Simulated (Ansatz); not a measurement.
Au (fcc, Cu type)

```yaml
crystal:
  lattice:
    - [4.15718, 0.00000, 0.00000]
    - [0.00000, 4.15718, 0.00000]
    - [0.00000, 0.00000, 4.15718]
  atoms:
    - { symbol: Au, position: [0.00000, 0.00000, 0.00000] }
    - { symbol: Au, position: [0.50000, 0.50000, 0.00000] }
    - { symbol: Au, position: [0.50000, 0.00000, 0.50000] }
    - { symbol: Au, position: [0.00000, 0.50000, 0.50000] }
```

In this cell atom 3 (Au, nearest neighbour Au at 2.940 Å; its periodic images, 4.2 Å or more away, move with it) is moved by s along Cartesian z, unit vector (0.000, 0.000, 1.000); all other atoms and the cell stay fixed.

Calculation: PBE (plane waves to 420 eV, PAW, scalar-relativistic; Ansatz, a program for electronic structure). k mesh 9×9×9 (Γ-centred), Fermi-Dirac smearing 0.05 eV. Energies are smeared free energies. Compression counts positive. With partly filled bands, energies and forces of such displacements shift with the k mesh and the smearing. F∥ is the force on the atom along that direction. Au was relaxed with its symmetry unable to fall. Spin-orbit coupling is left out, though Au is heavy. ΔE is measured from the undisplaced structure.

```tsv
s (Å)	ΔE (meV/cell)	P (GPa)	F∥ (eV/Å)
-0.290	239	2.9	1.740
-0.232	150	1.8	1.339
-0.174	83	1.0	0.973
-0.116	36	0.4	0.633
-0.058	9	0.1	0.312
0.000	0	0.0	0.000
0.058	9	0.1	-0.312
0.116	36	0.4	-0.633
0.174	83	1.0	-0.973
0.232	150	1.8	-1.339
0.290	239	2.9	-1.740
```

Key numbers:

| Item | Result |
|---|---|
| Energy at s = 0.290 Å | 239 meV/cell |
| Force along the line at s = -0.290 Å | 1.74 eV/Å |
| Symmetry of the curve | even: the same for both signs |
| Shape of the curve | a single well with its minimum at or next to zero displacement |
| Force constant k = d²E/ds² at s = 0 (finite differences) | 5.35 eV/Å² |
| Harmonic estimate at the end of the scan | ½ks² = 225 meV/cell against the computed 239 meV/cell, so the well is stiffer than harmonic there |

(A displaced cell: forces are minus the slopes of the energy, force constants its curvatures, and phonons follow from these.)
